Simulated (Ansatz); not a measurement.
Mg:
```
Mg
1.0
    3.15102     0.00000     0.00000
   -1.57551     2.72886     0.00000
    0.00000     0.00000     5.04801
Mg
2
Direct
  0.33333   0.66667   0.75000
  0.66667   0.33333   0.25000
```

Relaxed with PBE+D3(BJ). Special points in fractions of this cell's reciprocal vectors: Γ (0.000, 0.000, 0.000); M (0.500, 0.000, 0.000); K (0.333, 0.333, 0.000); A (0.000, 0.000, 0.500); L (0.500, 0.000, 0.500); H (0.333, 0.333, 0.500).

Task: List the band energies nearest the Fermi level at these points for the program Ansatz at the PBE+D3(BJ) level (PAW).

Result: In eV from the Fermi level; about four levels below and three above (degenerate sets whole), none deeper than 8.9 eV; … stands for higher levels left out; points with the same levels are listed once.

```tsv
k	below	above
Γ	-7.18 -1.69 -1.11	11.11 11.11 11.32 11.32
M	-2.27 -2.23	2.77 3.07 3.54
K	-0.73 -0.65 -0.65	4.27 4.27 4.57
A	-5.70 -5.70	5.41 5.41 …
L	-1.17 -1.17 -0.45 -0.45	8.22 8.22 …
H	–	0.16 0.16 0.63 0.63
```

Space group P6_3/mmc (hcp (Mg type)). Symmetry was held in the PBE+D3(BJ) relaxation. The pairwise dispersion correction was not fitted to metals.

Potentials: the later of the program's two PAW sets.
